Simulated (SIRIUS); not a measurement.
A self-consistent single point of WS₂ (P6_3/mmc, 6 atoms in the cell; from Materials Project mp-224, changed as shown).

```xyz
6
Lattice="3.1842 0.0000 0.0000 -1.5921 2.7576 0.0000 0.0000 0.0000 13.1081" Properties=species:S:1:pos:R:3 pbc="T T T"
W      0.0000     1.8384     3.2770
W      1.5921     0.9192     9.8310
S      0.0000     1.8384     8.2555
S      1.5921     0.9192     4.8526
S      1.5921     0.9192     1.7014
S      0.0000     1.8384    11.4066
```

Method: LDA (PW92), PseudoDojo 0.4 standard norm-conserving LDA (tails mended) pseudopotentials (plane waves; SIRIUS).

SIRIUS settings:

- parameters.ngridk: 8 8 2
- parameters.xc_functionals: [XC_LDA_X, XC_LDA_C_PW]
- parameters.gk_cutoff: 8.367 1/bohr
- parameters.pw_cutoff: 16.734 1/bohr
- parameters.smearing: gaussian
- parameters.smearing_width: 0.000367493 Ha
- potentials: PseudoDojo 0.4 standard norm-conserving LDA (tails mended) pseudopotentials
- parameters.electronic_structure_method: pseudopotential
- parameters.num_bands: 31
- parameters.num_mag_dims: 0
- parameters.num_dft_iter: 100
- parameters.energy_tol: 1e-07 Ha
- parameters.density_tol: 1e-06
- mixer.type: broyden2
- mixer.beta: 0.5
- mixer.use_hartree: false

**Question.** Estimate, at this level of theory: pressure and largest force (vector length).

**Answer.** The run gave:

```
Quantity                            Value
-----------------------------  ----------
Pressure                        -7.46 GPa
Largest force (vector length)  0.655 eV/Å
```

For comparison: a first run was changed to give this one (lattice vector c scaled by 1.01), and from it to this one the free energy goes up by 7.1 meV/atom, the pressure goes from -6.02 to -7.46 GPa and the largest force goes from 0.359 to 0.655 eV/Å.

Spin-orbit coupling is left out, which matters for bands and gaps with elements this heavy. The structure comes from a collection of computed structures, made at another level of theory; the collection holds predicted forms beside known ones.

Cost on one core: about 4 core-minutes (a rough figure).

“Tails mended”: in these copies of the files the far tail of each local potential was reset to the Coulomb form.
